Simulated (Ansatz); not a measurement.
A distorted cell of TiSi₂ (C54 type, space group Fddd):

```
CELL_PARAMETERS angstrom
      0.00000     4.11477     4.26030
      2.38957     0.00000     4.26030
      2.38957     4.11477     0.00000
ATOMIC_POSITIONS crystal
  Si 0.66253 0.33747 0.66253
  Si 0.33747 0.66253 0.33747
  Si 0.58747 0.91253 0.58747
  Si 0.91253 0.58747 0.91253
  Ti 0.00000 0.00000 0.00000
  Ti 0.28772 0.21228 0.10780
```

Level of theory: r2SCAN (plane waves to 500 eV, PAW, scalar-relativistic; Ansatz, a program for electronic structure). k mesh 10×10×10 (Γ-centred), Fermi-Dirac smearing 0.05 eV. Energies are smeared free energies. Compression counts positive. With partly filled bands, energies and forces of such displacements shift with the k mesh and the smearing. TiSi2 is run without spin polarisation. TiSi2 was relaxed with its symmetry unable to fall.

Task: Predict the force on every atom, in eV/Å.

Result: 
| atom | Fx | Fy | Fz |
|---|---|---|---|
| Si1 | -1.175 | -0.406 | 2.457 |
| Si2 | -0.572 | -0.476 | -0.511 |
| Si3 | -4.670 | -1.841 | 0.038 |
| Si4 | 0.359 | -2.093 | 0.026 |
| Ti5 | -1.279 | -0.799 | -0.245 |
| Ti6 | 7.337 | 5.615 | -1.765 |

Task: What is the stress tensor (GPa)?

Result: 
```
   14.9      6.0     -4.9
    6.0     11.1     -4.7
   -4.9     -4.7      9.1
```
The pressure, a third of the trace, is 11.7 GPa.

Task: In it atom 6 sits (-0.430, -0.430, 0.000) Å away from its relaxed site. What is its energy relative to the relaxed cell?

Result: 2482 meV/cell.

(For displaced atoms, the force is minus the slope of the energy, and its curvature is a force constant, which sets phonon frequencies.)
